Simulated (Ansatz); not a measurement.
# CdHC2O3 — coordination and ¹⁷O quadrupole coupling

Cell: a refined structure from the COD, its atoms then relaxed with PBE in this cell.

Space group P2_1/c (No. 14); a = 3.5793, b = 10.4878, c = 8.5834 Å, β = 99.55°.

```csv
site,Wyckoff,site symmetry,x,y,z
Cd,4e,1,0.2124,0.6244,0.9241
H,4e,1,0.8484,0.6350,0.1797
C9,4e,1,0.5721,0.5569,0.5998
C13,4e,1,0.3469,0.5751,0.4419
O17,4e,1,0.6526,0.6272,0.7197
O21,4e,1,0.1588,0.6649,0.3702
O25,4e,1,0.7705,0.5937,0.0768
```

One atom of each set is listed.

Method: Kohn–Sham DFT in Ansatz, r2SCAN, plane waves and PAW, scalar-relativistic, 500 eV cutoff, Γ-centred 9×3×4 k-points, Fermi–Dirac smearing 0.05 eV.

Q(¹⁷O) = -25.58 mb.

(1) Order the O environments from the weakest to the strongest quadrupole coupling.
A. O17: 1 C at 1.26 Å; also 2 Cd at 2.43–2.55 Å
B. O25: 1 H at 0.98 Å, 3 Cd at 2.22–2.29 Å
C. O21: 1 C at 1.26 Å, 1 Cd at 2.26 Å; also 1 H at 1.84 Å

Answers

(1) B (5.74 MHz, η = 0.05), C (6.93 MHz, η = 0.87), A (8.36 MHz, η = 0.55).

At O25 V_zz points along its shortest bond, to H (within 1°).

The largest force is 0.5 eV/Å, so the atoms aren't at the calculated equilibrium and relaxing them would move these values. Without spin–orbit coupling (the program notes it for Cd) the gradients are little affected as a rule: paired runs on crystals with a gap mostly move them by under 2 % at such atoms.
